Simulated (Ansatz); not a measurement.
Given:

HfC:
Space group Fm-3m (No. 225); a = b = c = 4.5724 Å, α = β = γ = 90.00°

```
atom  site  symmetry       x       y       z
----  ----  --------  ------  ------  ------
Hf      4a      m-3m  0.0000  0.0000  0.0000
C       4b      m-3m  0.5000  0.5000  0.5000
```
(The calculation used a cell of 2 atoms; values per cell refer to that cell.)

This is the LDA-relaxed structure.

Question: All from plane-wave PAW LDA (Ansatz code), unless another level is named. Estimate the highest zone-centre frequency.

Answer: 464 cm^-1.

Question: What about the Young's modulus?

Answer: 474 GPa.

Question: Give the elastic constants (relaxed ions, GPa).

Answer: C11 = 570, C12 = 108, C44 = 179.

The LDA relaxation kept the symmetry of its start; of distortions, only those at the zone centre were tested. No spin polarisation was allowed. As this level gives no gap, shear constants depend on the k-mesh and smearing (Fermi–Dirac, 0.1 eV here). As this level gives no gap, phonon frequencies hold no LO–TO term and depend on the k-mesh and smearing (Fermi–Dirac, 0.1 eV here). Spin–orbit coupling is left out wherever it is not named.

Potentials: the later of the program's two PAW sets.
